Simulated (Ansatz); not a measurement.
KTaO$_{3}$:
```
CELL_PARAMETERS angstrom
      3.98932     0.00000     0.00000
      0.00000     3.98932     0.00000
      0.00000     0.00000     3.98932
ATOMIC_POSITIONS crystal
  K  0.50000 0.50000 0.50000
  Ta 0.00000 0.00000 0.00000
  O  0.00000 0.50000 0.00000
  O  0.50000 0.00000 0.00000
  O  0.00000 0.00000 0.50000
```

Relaxed with r²SCAN. 

HSE06 on this cell (Ansatz, a program for electronic structure, PAW) gives a gap of 3.58 eV. What does r²SCAN give?

2.64 eV.

Cost on shared cores: the r²SCAN run (SCF on a 7×7×7 mesh, then bands and DOS) very roughly 20 core-seconds, the HSE06 run (SCF on 4×4×4, then a few points) around 60 core-seconds (rough); the tasks are unlike.

Space group Pm-3m (cubic perovskite). The r²SCAN relaxation kept the symmetry of its start; phonons on a q-mesh show no instability. No spin polarisation was allowed. Spin–orbit coupling is left out wherever it is not named.

Potentials: the earlier of the program's two PAW sets.

Ansatz is a plane-wave DFT program.
